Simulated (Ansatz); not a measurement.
**Notes on Mn2I**

```xyz
3
Lattice="0.0000 3.1432 0.0000 3.1432 0.0000 0.0000 1.5716 1.5716 -7.3615" Properties=species:S:1:pos:R:3 pbc="T T T"
Mn    1.5716    1.5716   -2.5912
Mn    3.1432    3.1432   -4.7702
I     0.0000    0.0000    0.0000
```

Level: PBE, no spin polarisation; 420 eV; 8×8×8 Γ-centred mesh; cold occupations (width 0.0427 eV); Ansatz 0.2.0, fixed geometry.

Problem. What is the formation energy?

Solution. 2.38 eV an atom against the elements' usual phases (free molecules for gases, crystals otherwise, with no correction for O₂ or N₂), so at this geometry it isn't bound against them. Relaxing would lower it.

Problem. How is the charge shared?

Solution. Bader charges in e: Mn +0.15, I -0.31. In the mean Mn gives up most and I takes most.

Problem. Describe some of the short contacts.

Solution. Mn–Mn at 3.11 Å: least valence density 0.15 e/Å³ and ELF 0.41 there. I–I at 3.14 Å: least valence density 0.23 e/Å³ and ELF 0.25 there. Mn–I at 3.41 Å: least valence density 0.10 e/Å³ and ELF 0.15 there. Both are smooth PAW fields, read partly inside the augmentation spheres.

Problem. What happens at the Fermi level?

Solution. It is a metal, with about 12 states/eV a cell as the mean within 0.25 eV of the Fermi level, mostly Mn d (93 %).

Problem. Is the cell too large or too small?

Solution. The pressure is -15.9 GPa (compression positive), so with the atoms held at these fractions the cell would first shrink; the forces are large, so a full relaxation may end otherwise. The principal stresses -24.4, -11.6, -11.6 GPa differ, so its shape would change too.

Problem. Where is the largest force?

Solution. The largest is on Mn1 (and as large on other atoms): 2.05 eV/Å, components (0.00, 0.00, -2.05). It makes 46° with the line to a nearest neighbour, Mn2 at 3.11 Å, pointing towards it.

Origin: a known structure type with other elements, at an estimated volume, so it need not be a known compound. Caveats: no spin polarisation, so a magnetic state may lie lower; atoms or cell far from equilibrium.
